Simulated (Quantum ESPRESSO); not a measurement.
# Planted mistakes on one cell of Si3AlC3N

The results below are calculated, not measured. They come from pw.x of Quantum ESPRESSO 7.5, a plane-wave density functional program, with PseudoDojo standard norm-conserving files (v0.5 for PBE, v0.4.1 for LDA and PBEsol). The cells are made up: elements, strain and atom displacements were drawn at random, and nothing was relaxed. There is no spin polarisation, spin-orbit coupling or dispersion term.

The cell has 8 sites of a wurtzite lattice (rectangular cell). Sites 1 to 4 hold Si Al Si Si; sites 5 to 8 hold C C N C. Cell vectors in Å: (3.050, -0.037, -0.008); (-0.064, 5.473, -0.018); (-0.013, -0.017, 5.158). Settings: PBE, cutoff 1143 eV, 6 x 4 x 4 k mesh shifted by half a step, Fermi-Dirac smearing of 0.025 eV.

The intended run has a self-consistency threshold of 1e-07 eV, a smearing term of 0.000 eV, a pressure of -2.00 GPa and 12 iterations. Each further run changes one thing: all lengths scaled by 0.9927; atoms of sites 4 and 8 exchanged; cutoff 775 eV; files of LDA; k mesh 2 x 2 x 2; one electron removed; smearing 0.47 eV; threshold 0.05 eV. A coarse mesh keeps the shift, and a charged cell sits in a uniform background.

| run | change of free energy (eV) | smearing term -TS (eV) | change of P (GPa) | largest change of a force component (eV/Å) | iterations |
| --- | --- | --- | --- | --- | --- |
| A | -5.016 | 0.000 | -7.95 | 0.080 | 12 |
| B | 0.321 | 0.000 | -3.31 | 0.009 | 12 |
| C | -0.102 | -0.382 | 0.42 | 0.292 | 12 |
| D | -8.814 | -0.005 | -22.69 | 2.166 | 13 |
| E | 0.002 | 0.000 | 4.37 | 0.111 | 12 |
| F | 10.835 | -0.004 | 27.78 | 10.383 | 12 |
| G | -1.144 | 0.000 | -1.02 | 0.357 | 13 |
| H | 0.011 | 0.000 | 0.79 | 0.089 | 6 |

A rerun of the intended cell at 1437 eV and k mesh 8 x 6 x 6 moved values by no more than 0.004 eV in the cell's energy, 0.09 GPa in stress and 0.005 eV/Å in force.

Question: which change belongs to which run?

## Worked reading

Run H has the fewest iterations, as a run stopped early does. Run C has the largest smearing term, as wide smearing gives. Run E changes the volume by a factor of 0.9783; minus its pressure change over the logarithm of that factor, 199 GPa, is a rough bulk modulus with clamped atoms. Energies from files of another functional, or of a charged cell, have another zero and say nothing on stability; the pressure of a charged cell rests on the program's zero of potential too.

## Key

```
run                            change
  A                      files of LDA
  B                     cutoff 775 eV
  C                  smearing 0.47 eV
  D              one electron removed
  E      all lengths scaled by 0.9927
  F  atoms of sites 4 and 8 exchanged
  G                  k mesh 2 x 2 x 2
  H                 threshold 0.05 eV
```